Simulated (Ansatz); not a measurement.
Geometry optimisation in Ansatz: input, command and trajectory.

```yaml
crystal:
  lattice:
    - [3.5961273062, 0.0, 0.0]
    - [-1.7980636531, 3.1143376024, 0.0]
    - [0.0, 0.0, 3.8828617093]
  atoms:
    - { symbol: Ag, position: [0.0, 0.0, 0.0] }
    - { symbol: Ir, position: [0.3333333333, 0.6666666667, 0.5] }
    - { symbol: Ir, position: [0.6666666667, 0.3333333333, 0.5] }
basis:
  ecutwfc: 420
kpoints:
  mp_grid: { grid: [6, 6, 4] }
hamiltonian:
  xc: pbe
scf:
  occupations: { method: gaussian, width: 0.1 }
  lower_state_search: "off"
output:
  forces: true
  stress: true
  eigenvalues: true
relax:
  adjacent_minimum: "off"
  f_tol: 0.04
  max_steps: 70
  cell: { stress_tol: 0.4 }
```

```bash
ansatz run input.yaml --threads 1 --pin off --max-ram 2560MiB --backend cpu --events-out ev --progress --plain --runs-dir out
```

Theory: DFT PBE, scalar-relativistic, plane waves, PAW in Ansatz 0.2.0.

Of 17 frames 10 are shown, positions in Å and forces in eV/Å; the SCF threshold varies from step to step. Steps run on the plane waves of an earlier cell, with a Pulay correction in the pressure. The basis is chosen afresh for the last frame, the zero of the energies, and at times for earlier ones too; energy and pressure step there, also at an unchanged geometry. Here that happened at step 12 (-85 meV/atom, 8.5 GPa); the frames before carry an error of that size.

```xyz
3
Lattice="3.5961 0.0000 0.0000 -1.7981 3.1143 0.0000 0.0000 0.0000 3.8829" Properties=species:S:1:pos:R:3:forces:R:3 pbc="T T T" step=1 free_energy_over_end_meV_per_atom=2433.52 pressure_GPa=128.08
Ag    0.0000    0.0000    0.0000    0.0000    0.0000    0.0000
Ir    0.0000    2.0762    1.9414    0.0000    0.0000    0.0000
Ir    1.7981    1.0381    1.9414    0.0000    0.0000    0.0000
3
Lattice="3.9461 0.0000 0.0000 -1.9731 3.4174 0.0000 0.0000 0.0000 3.8798" Properties=species:S:1:pos:R:3:forces:R:3 pbc="T T T" step=3 free_energy_over_end_meV_per_atom=679.37 pressure_GPa=24.27
Ag    0.0000    0.0000    0.0000    0.0000    0.0000    0.0000
Ir    0.0000    2.2783    1.9399    0.0000    0.0000    0.0000
Ir    1.9731    1.1391    1.9399    0.0000    0.0000    0.0000
3
Lattice="4.1679 0.0000 0.0000 -2.0839 3.6095 0.0000 0.0000 0.0000 3.5781" Properties=species:S:1:pos:R:3:forces:R:3 pbc="T T T" step=5 free_energy_over_end_meV_per_atom=446.23 pressure_GPa=-1.81
Ag    0.0000    0.0000    0.0000    0.0000    0.0000    0.0000
Ir    0.0000    2.4063    1.7891    0.0000    0.0000    0.0000
Ir    2.0839    1.2032    1.7891    0.0000    0.0000    0.0000
3
Lattice="4.2017 0.0000 0.0000 -2.1009 3.6388 0.0000 0.0000 0.0000 3.3935" Properties=species:S:1:pos:R:3:forces:R:3 pbc="T T T" step=6 free_energy_over_end_meV_per_atom=394.03 pressure_GPa=-1.73
Ag    0.0000    0.0000    0.0000    0.0000    0.0000    0.0000
Ir    0.0000    2.4259    1.6968    0.0000    0.0000    0.0000
Ir    2.1009    1.2129    1.6968    0.0000    0.0000    0.0000
3
Lattice="4.2815 0.0000 0.0000 -2.1407 3.7079 0.0000 0.0000 0.0000 3.0161" Properties=species:S:1:pos:R:3:forces:R:3 pbc="T T T" step=8 free_energy_over_end_meV_per_atom=193.73 pressure_GPa=-0.47
Ag    0.0000    0.0000    0.0000    0.0000    0.0000    0.0000
Ir    0.0000    2.4719    1.5081    0.0000    0.0000    0.0000
Ir    2.1407    1.2360    1.5081    0.0000    0.0000    0.0000
3
Lattice="4.3574 0.0000 0.0000 -2.1787 3.7737 0.0000 0.0000 0.0000 2.7817" Properties=species:S:1:pos:R:3:forces:R:3 pbc="T T T" step=10 free_energy_over_end_meV_per_atom=127.39 pressure_GPa=1.57
Ag    0.0000    0.0000    0.0000    0.0000    0.0000    0.0000
Ir    0.0000    2.5158    1.3909    0.0000    0.0000    0.0000
Ir    2.1787    1.2579    1.3909    0.0000    0.0000    0.0000
3
Lattice="4.3693 0.0000 0.0000 -2.1847 3.7839 0.0000 0.0000 0.0000 2.7757" Properties=species:S:1:pos:R:3:forces:R:3 pbc="T T T" step=12 free_energy_over_end_meV_per_atom=41.82 pressure_GPa=8.42
Ag    0.0000    0.0000    0.0000    0.0000    0.0000    0.0000
Ir    0.0000    2.5226    1.3879    0.0000    0.0000    0.0000
Ir    2.1847    1.2613    1.3879    0.0000    0.0000    0.0000
3
Lattice="4.4773 0.0000 0.0000 -2.2386 3.8775 0.0000 0.0000 0.0000 2.6540" Properties=species:S:1:pos:R:3:forces:R:3 pbc="T T T" step=13 free_energy_over_end_meV_per_atom=5.14 pressure_GPa=5.12
Ag    0.0000    0.0000    0.0000    0.0000    0.0000    0.0000
Ir    0.0000    2.5850    1.3270    0.0000    0.0000    0.0000
Ir    2.2386    1.2925    1.3270    0.0000    0.0000    0.0000
3
Lattice="4.5169 0.0000 0.0000 -2.2584 3.9117 0.0000 0.0000 0.0000 2.6669" Properties=species:S:1:pos:R:3:forces:R:3 pbc="T T T" step=15 free_energy_over_end_meV_per_atom=0.47 pressure_GPa=-0.30
Ag    0.0000    0.0000    0.0000    0.0000    0.0000    0.0000
Ir    0.0000    2.6078    1.3335    0.0000    0.0000    0.0000
Ir    2.2584    1.3039    1.3335    0.0000    0.0000    0.0000
3
Lattice="4.5060 0.0000 0.0000 -2.2530 3.9023 0.0000 0.0000 0.0000 2.6762" Properties=species:S:1:pos:R:3:forces:R:3 pbc="T T T" step=17 free_energy_over_end_meV_per_atom=0.00 pressure_GPa=0.03
Ag    0.0000    0.0000    0.0000    0.0000    0.0000    0.0000
Ir    0.0000    2.6015    1.3381    0.0000    0.0000    0.0000
Ir    2.2530    1.3008    1.3381    0.0000    0.0000    0.0000
```

The start puts this composition into another compound's structure type, which needn't suit it. At the end the space group is P6/mmm (tolerance 0.05 Å).

Time: 10 s on 1 thread of AMD EPYC 9B45 (Zen 5), with other jobs on the host, peak memory 0.37 GiB.

The k mesh is coarse. Spin–orbit coupling is left out, which can shift energies with elements as heavy as these.